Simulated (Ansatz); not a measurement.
Values for one crystal, relaxed and computed with plane-wave PAW PBE (Ansatz code); other levels are named.

* **Volume per atom**: 16.98 Å³
* **Electronic character**: metallic (no gap)
* **Formation energy from the elements (no fitted shifts)**: -0.38 eV/atom
* **Pressure derivative B′**: 4.3
* **Bulk modulus (Birch–Murnaghan fit)**: 89.3 GPa
* **Density of states at the Fermi level**: 0.63 states/eV per atom (mean over ±0.08 eV)

Pick the material that matches.
(A) Mg2Si, P-3m1 (Si on 1a, Mg on 2d)
(B) ZrB2, P6/mmm (Zr on 1a, B on 2d)
(C) ScSi2, P6/mmm (Sc on 1a, Si on 2d)
(D) NbSi2, fluorite

C, ScSi2, P6/mmm (Sc on 1a, Si on 2d)

The workflow started from an entry of the Crystallography Open Database (COD). Its standing as an ambient phase is unchecked. Symmetry was held in the PBE relaxation; whether a distortion lowers the energy is not shown. The run is not spin-polarised. The references are the lowest solids computed at this level, not always the standard phases.

Potentials: the later of the program's two PAW sets.
